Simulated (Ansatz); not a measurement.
SrTiO3 (cubic perovskite, Pm-3m) under volume change, PBEsol (plane waves, PAW; program Ansatz), scaled uniformly.

```json
[
 {"V (Å³/atom)": "10.725", "E − E(relaxed) (meV/atom)": "65.7", "P (GPa)": "21.59"},
 {"V (Å³/atom)": "11.079", "E − E(relaxed) (meV/atom)": "27.6", "P (GPa)": "13.20"},
 {"V (Å³/atom)": "11.432", "E − E(relaxed) (meV/atom)": "6.5", "P (GPa)": "6.06"},
 {"V (Å³/atom)": "11.786", "E − E(relaxed) (meV/atom)": "0.0", "P (GPa)": "0.00"},
 {"V (Å³/atom)": "12.139", "E − E(relaxed) (meV/atom)": "5.9", "P (GPa)": "-5.16"},
 {"V (Å³/atom)": "12.493", "E − E(relaxed) (meV/atom)": "22.2", "P (GPa)": "-9.55"},
 {"V (Å³/atom)": "12.847", "E − E(relaxed) (meV/atom)": "47.5", "P (GPa)": "-13.27"}
]
```

What does a third-order Birch–Murnaghan fit give for V₀, B₀ and B′?

V₀ = 11.79 Å³/atom, B₀ = 186 GPa, B′ = 4.4.

Symmetry was held in the PBEsol relaxation. At this level the phase is dynamically unstable (imaginary phonons). The run is not spin-polarised.

Potentials: the earlier of the program's two PAW sets.
